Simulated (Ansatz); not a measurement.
Below is a relaxed structure of Si₃P₄. The cell was found from a structure generator's guess, not taken from experiment.

Level of theory: DFT PBE, scalar-relativistic, plane waves, PAW (Ansatz). Cutoff 420 eV, Γ-centred mesh, Gaussian smearing, no spin polarisation.

```cif
data_structure
_symmetry_space_group_name_H-M 'P 1'
_symmetry_Int_Tables_number 1
_cell_length_a 6.9978
_cell_length_b 6.9978
_cell_length_c 6.9978
_cell_angle_alpha 60.000
_cell_angle_beta 60.000
_cell_angle_gamma 60.000
_cell_volume 242.31
loop_
_atom_site_label
_atom_site_type_symbol
_atom_site_fract_x
_atom_site_fract_y
_atom_site_fract_z
_atom_site_occupancy
Si1 Si 0.75000 0.75000 0.75000 1
Si2 Si 0.50000 0.50000 0.50000 1
Si3 Si 0.62500 0.12500 0.12500 1
Si4 Si 0.12500 0.12500 0.62500 1
Si5 Si 0.12500 0.62500 0.12500 1
Si6 Si 0.12500 0.12500 0.12500 1
P1 P 0.36537 0.90388 0.36537 1
P2 P 0.88463 0.88463 0.88463 1
P3 P 0.90388 0.36537 0.36537 1
P4 P 0.88463 0.88463 0.34612 1
P5 P 0.88463 0.34612 0.88463 1
P6 P 0.36537 0.36537 0.90388 1
P7 P 0.34612 0.88463 0.88463 1
P8 P 0.36537 0.36537 0.36537 1
```

Formation energies are uncorrected and refer to the elements' standard structures at the same level. The references include black phosphorus.

Problem. What space group does it have?

Solution. Fd-3m (No. 227). Conventional cell: a = 9.896 Å. Si on a site of symmetry -43m has 4 P at 2.31 Å; around Si on a site of symmetry -3m lie 6 P at 2.38 Å; P is surrounded by 4 Si at 2.31–2.38 Å.

Problem. What is its formation energy per atom?

Solution. −0.01 eV/atom. The formation energy is too near zero to say whether this cell lies below the elements.

Problem. Is it a metal?

Solution. Yes, bands cross the Fermi level on the 8×8×8 mesh.

The last run used an 8×8×8 mesh for its 14-atom cell and Gaussian smearing of 0.10 eV. For metals, differences of a few meV/atom aren't resolved. The reference form of P is held partly by dispersion forces, which this level lacks. A structure relaxed within its symmetry needn't be a true minimum.
